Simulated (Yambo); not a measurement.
Yambo run on KBr (rock salt, space group Fm-3m, No. 225). The wavefunctions are PBEsol (Quantum ESPRESSO, PseudoDojo norm-conserving, 74 Ry, no spin-orbit coupling) ones on a 4×4×4 mesh (8 occupied bands); a = 4.631 Å, b = 4.631 Å, c = 4.631 Å, α = 60.00°, β = 60.00°, γ = 60.00°.

Yambo input:

```
rim_cut
gw0
dyson
el_el_corr
HF_and_locXC
ppa
em1d
RandQpts= 1000000
RandGvec= 1 Ry
EXXRLvcs= 10 Ry
VXCRLvcs= 296 Ry
Chimod= "HARTREE"
% BndsRnXp
 1 | 125 |
%
NGsBlkXp= 8 Ry
% LongDrXp
 1.0 | 1.0 | 1.0 |
%
PPAPntXp= 27.2114 eV
% GbndRnge
 1 | 125 |
%
GTermKind= "BG"
DysSolver= "n"
ExtendOut
% QPkrange
 1 | 1 | 8 | 9 |
%
```

k points by index: 1 = Γ.

Resulting energies as the program prints them:

```
#    K-point    Band    Eo [eV]    E [eV]    E-Eo [eV]    Vxc [eV]    Vnlxc [eV]    Sc|Eo [eV]    Sc|E [eV]    dSc/dw|Eo [eV]    Re(Z)    Im(Z)
#
    1    8    0.000000    -1.871716    -1.871716    -12.67653    -16.51721    1.569094    1.968971    -5.813126    0.823973    -0.001286
    1    9    4.339876    5.097529    0.757653    -6.955208    -3.165865    -2.919425    -3.031690    -4.031564    0.870960    -0.946879E-3
```
(The two width columns are left out.) Convergence of these settings isn't established.

Geometry relaxed with PBEsol.
